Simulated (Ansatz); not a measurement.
Simulated powder pattern, Co Kα, λ = 1.79026 Å (kinematic, ideal powder, no thermal factors, no anomalous dispersion; the 30 strongest lines at most, above 1 %, up to 2θ = 90°):

```tsv
2θ (°)	d (Å)	I/Imax (%)
33.14	3.139	58
35.24	2.957	7.9
37.67	2.773	23
49.15	2.152	100
59.20	1.812	39
64.84	1.670	4.1
69.55	1.569	7.1
70.80	1.545	7.0
72.33	1.517	3.0
74.51	1.479	6.6
80.43	1.386	23
84.01	1.338	8.4
```

The pattern belongs to a structure relaxed with the program Ansatz at the PBE level (PAW).

Question: Which of these materials gives this?
A) GeS2, R-3m (Ge on 3a, S on 6c)
B) ZnS, NiAs type
C) TaS2, fluorite
D) HgS, P-6m2 (Hg on 1a, S on 1f)

Answer: B, ZnS, NiAs type

Question: Give the lattice parameters.

Answer: a = 3.625 Å, c = 5.915 Å.

Space group P6_3/mmc (NiAs type). The start of the workflow was typed in or built on a structure type; neither database checked (COD, Materials Project) lists it. It is not the phase usual at ambient conditions (space group No. 186, 216). Symmetry was held in the PBE relaxation; its stability against distortions is not shown here.

Potentials: the later of the program's two PAW sets.
